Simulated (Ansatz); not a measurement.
**Computed properties of YMgAg**

YMgAg:
```
YMgAg
1.0
    7.65464     0.00000     0.00000
   -3.82732     6.62912     0.00000
    0.00000     0.00000     4.16430
Y Ag Mg
3 3 3
Cartesian
  4.49374   0.00000   2.08215
  1.58045   2.73742   2.08215
 -2.24687   3.89169   2.08215
  0.00000   4.41941   0.00000
  3.82732   2.20971   0.00000
  0.00000   0.00000   2.08215
  1.86896   0.00000   0.00000
  2.89284   5.01055   0.00000
 -0.93448   1.61857   0.00000
```

Space group P-62m (No. 189); conventional cell a = 7.6546 Å, b = 7.6546 Å, c = 4.1643 Å, α = 90.00°, β = 90.00°, γ = 120.00°.

Method: r²SCAN in the plane-wave PAW code Ansatz. Geometry: relaxed at this level of theory. Other levels are named where they apply.

**Cell and energy**

Volume per atom: 23.48 Å³
Density: 5.21 g/cm³
Formation energy from the elements (no fitted shifts): -0.30 eV/atom

**Electronic structure**

- Electronic character: metallic (no gap)
- Density of states at the Fermi level: 0.82 states/eV per atom (mean over ±0.08 eV)
- Gap with spin–orbit coupling: none (metallic)

**Mechanics**

- Bulk modulus (Birch–Murnaghan fit) = 61.8 GPa
- Pressure derivative B′ = 4.1

**Charges**

Bader charges: Y +1.55, Ag -3.09 to -2.62, Mg +1.22 e

The workflow started from an entry of the Crystallography Open Database (COD). Its standing as an ambient phase is unchecked. Symmetry was held in the r²SCAN relaxation; its stability against distortions is not shown here. No spin polarisation was allowed. Axis ratios of metals converge slowly with the k-mesh, so a and c are less sure than the volume. The references are the lowest solids computed at this level, not always the standard phases. Spin–orbit coupling is left out wherever it is not named.

Potentials: the later of the program's two PAW sets.
